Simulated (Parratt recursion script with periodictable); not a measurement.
## Interface roughness in an EUV mirror: Si/Mo multilayer on Si

| layer, from the top | thickness (Å) | density (g/cm³) | rms roughness of its top face (Å) | δ at 13.5 nm | β at 13.5 nm |
|---|---|---|---|---|---|
| Si (in each period) | 37.8 | 2.313 | varied | 9.927 × 10⁻⁴ | 0.001813 |
| Mo (in each period) | 31 | 10.026 | varied | 0.07476 | 0.006314 |
| Si (substrate) | – | 2.313 | 5 | 9.927 × 10⁻⁴ | 0.001813 |

The refractive index is n = 1 − δ + iβ; the runs take δ and β at each wavelength of the scan. Vacuum lies above.

Densities are inputs, not measurements. They were set from computed cells of the Materials Project: Si from entry mp-149 (Fd-3m, 2.313 g/cm³); Mo from entry mp-129 (Im-3m, 10.026 g/cm³). A layer's crystal structure does not enter its constants, only its composition and density.

Simulated, not measured: EUV and soft X-ray reflectivity, Parratt recursion, Névot-Croce roughness, Henke tables (Parratt recursion script with periodictable 1.7.1).

Light falls at α = 10° from the surface normal. It is p-polarised. The wavelength is scanned from 12.42 to 14.58 nm in 161 evenly spaced points, without smoothing. The peak is the highest scan point; its wavelength and height come from a parabola through R at that point and its two neighbours.

The pair is repeated 30 times. The runs differ only in σ, the roughness on top of both layers of each period; the substrate's stays as listed.

| σ (Å) | peak λ (nm) | peak R (%) |
|---|---|---|
| 0 | 13.190 | 68.2 |
| 5 | 13.181 | 64.1 |
| 6 | 13.176 | 62.2 |
| 9 | 13.162 | ? |

Q: Estimate the peak reflectivity at σ = 9 Å from a line of ln R against σ², and compare with the factor exp[−(2πσ/D)²] for one weak reflection.

A: With R₀ = 68.2 % of the first row, ln(R/R₀) is 0.0000 at σ² = 0, −0.0620 at σ² = 25, −0.0921 at σ² = 36 Å². A least-squares line has slope −0.00254 Å⁻² and intercept 0.0004, which gives 55.5 % at σ² = 81 Å². For D = 68.8 Å, (2π/D)² = 0.00834 Å⁻², and that slope from the first row gives 34.7 %.

The run gave 53.7 %, so the line misses by 1.8 points. The fitted slope is 0.30 of (2π/D)² in size.
